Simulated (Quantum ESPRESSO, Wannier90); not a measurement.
**GeO2 (rutile): Wannier90 run**

```
begin unit_cell_cart
ang
    4.4124200000    0.0000000000    0.0000000000
    0.0000000000    4.4124200000    0.0000000000
    0.0000000000    0.0000000000    2.8765100000
end unit_cell_cart
begin atoms_frac
Ge   0.5000000000  0.5000000000  0.5000000000
Ge   0.0000000000  0.0000000000  0.0000000000
O   -0.3057700000 -0.3057700000  0.0000000000
O    0.3057700000  0.3057700000  0.0000000000
O   -0.1942300000  0.1942300000  0.5000000000
O    0.1942300000 -0.1942300000  0.5000000000
end atoms_frac
```

Materials Project entry mp-470; symmetrised, unrelaxed at this level. COD (Crystallography Open Database) has the formula in 3 space groups, this one among them (matched by group alone). Method: PBEsol plane waves in Quantum ESPRESSO 7.5 (PseudoDojo norm-conserving files, 68 Ry, spinors with spin-orbit coupling), Bloch states on a 4×4×6 mesh through Γ, Wannier90 4.0.1. Density: 8×8×10 mesh, Gaussian smearing 0.01 Ry.

A tight-binding model is made by disentanglement and projection with no localisation steps (num_iter = 0), so the 48 orbitals stay atom-like: hydrogen-like Ge: s;p; O: s;p, axes along x, y, z; frozen window up to 3.18 eV relative to the valence-band maximum. It follows pw.x to 0.7 meV rms for states up to 2.7 eV relative to the valence-band maximum. Matrix elements depend on this choice of orbitals and windows.

Q: What are the on-site energies relative to the valence-band maximum, and how fast do the hoppings decay?

A: 
```json
[
 {"atom": "Ge1", "orbitals": "s↑ s↓", "energy (eV)": "1.59"},
 {"atom": "Ge1", "orbitals": "pz↑ pz↓", "energy (eV)": "9.21"},
 {"atom": "Ge1", "orbitals": "px↑ px↓ py↑ py↓", "energy (eV)": "8.25"},
 {"atom": "Ge2", "orbitals": "s↑ s↓", "energy (eV)": "1.59"},
 {"atom": "Ge2", "orbitals": "pz↑ pz↓", "energy (eV)": "9.21"},
 {"atom": "Ge2", "orbitals": "px↑ px↓ py↑ py↓", "energy (eV)": "8.24"},
 {"atom": "O3", "orbitals": "s↑ s↓", "energy (eV)": "-16.24"},
 {"atom": "O3", "orbitals": "pz↑ pz↓", "energy (eV)": "-2.77"},
 {"atom": "O3", "orbitals": "px↑ px↓ py↑ py↓", "energy (eV)": "-2.56"},
 {"atom": "O4", "orbitals": "s↑ s↓", "energy (eV)": "-16.24"},
 {"atom": "O4", "orbitals": "pz↑ pz↓", "energy (eV)": "-2.77"},
 {"atom": "O4", "orbitals": "px↑ px↓ py↑ py↓", "energy (eV)": "-2.56"},
 {"atom": "O5", "orbitals": "s↑ s↓", "energy (eV)": "-16.24"},
 {"atom": "O5", "orbitals": "pz↑ pz↓", "energy (eV)": "-2.77"},
 {"atom": "O5", "orbitals": "px↑ px↓ py↑ py↓", "energy (eV)": "-2.56"},
 {"atom": "O6", "orbitals": "s↑ s↓", "energy (eV)": "-16.24"},
 {"atom": "O6", "orbitals": "pz↑ pz↓", "energy (eV)": "-2.77"},
 {"atom": "O6", "orbitals": "px↑ px↓ py↑ py↓", "energy (eV)": "-2.56"}
]
```

| distance of the centres (Å) | largest modulus (eV) |
|---|---|
| 1–2 | 2.6 |
| 2–3 | 0.70 |
| 3–4 | 0.41 |
| 4–5 | 0.090 |
| 5–6 | 0.036 |
| 6–7 | 0.032 |
| 7–8 | 0.0048 |
